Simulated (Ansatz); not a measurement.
W (fcc, Cu type)

```xyz
1
Lattice="0.0000 1.9988 1.9988 1.9988 0.0000 1.9988 1.9988 1.9988 0.0000" Properties=species:S:1:pos:R:3 pbc="T T T"
W      0.0000     0.0000     0.0000
```

Two coordinates are scanned: the volume, and the ratio of the stretch along z (the conventional c axis) to the stretch across it. Atoms keep their fractional coordinates.

Level of theory: PBEsol (plane waves to 420 eV, PAW, scalar-relativistic; Ansatz, a program for electronic structure). k mesh 20×20×20 (Γ-centred), Fermi-Dirac smearing 0.05 eV. Stress and pressure are positive under compression. With partly filled bands, the response to shear is sensitive to the k mesh, so small differences along c/a are uncertain. Spin-orbit coupling is left out, though W is heavy. This is one of several known forms of W; the measured ambient cells at hand have space group No. 229. W is run without spin polarisation. W was relaxed with its symmetry unable to fall.

At one point of the scan the stress tensor (GPa) is:

```
  -14.0      0.0      0.0
    0.0    -14.0      0.0
    0.0      0.0    -14.0
```

Task: Which point is it?
(A) V/V₀ = 1.000, (c/a)/(c/a)₀ = 0.880
(B) V/V₀ = 1.027, (c/a)/(c/a)₀ = 1.080
(C) V/V₀ = 1.053, (c/a)/(c/a)₀ = 1.000
(D) V/V₀ = 1.000, (c/a)/(c/a)₀ = 0.920

Result: C, V/V₀ = 1.053, (c/a)/(c/a)₀ = 1.000

(A scan under strain: stresses follow from slopes of the energy per volume, elastic moduli from its curvatures.)
